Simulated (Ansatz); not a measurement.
Values for one crystal, relaxed and computed with r²SCAN (plane waves, PAW; program Ansatz); other levels are named.

```yaml
volume_per_atom: 5.96 Å³
electronic_character: metallic (no gap)
Pressure derivative B′: 3.7
Density of states at the Fermi level: 0.12 states/eV per atom (mean over ±0.08 eV)
Bulk modulus (Birch–Murnaghan fit): 389 GPa
Formation energy from the elements (no fitted shifts): 0.24 eV/atom
```

Q: Which compound is it?
A. LaC2, MoSi2 or CaC2 type
B. BC5, P3m1 (Pearson symbol hP6)
C. Sc3InB, anti-perovskite
D. SiC, CsCl type

A: B, BC5, P3m1 (Pearson symbol hP6)

The start of the workflow was typed in or built on a structure type; the Crystallography Open Database copy checked does not list it. Its standing as an ambient phase is unchecked. The r²SCAN relaxation kept the symmetry of its start; whether a distortion lowers the energy is not shown. Its formation energy is positive at this level, so the cell may be metastable or incomplete. The references are the lowest solids computed at this level, not always the standard phases.

Potentials: the later of the program's two PAW sets.
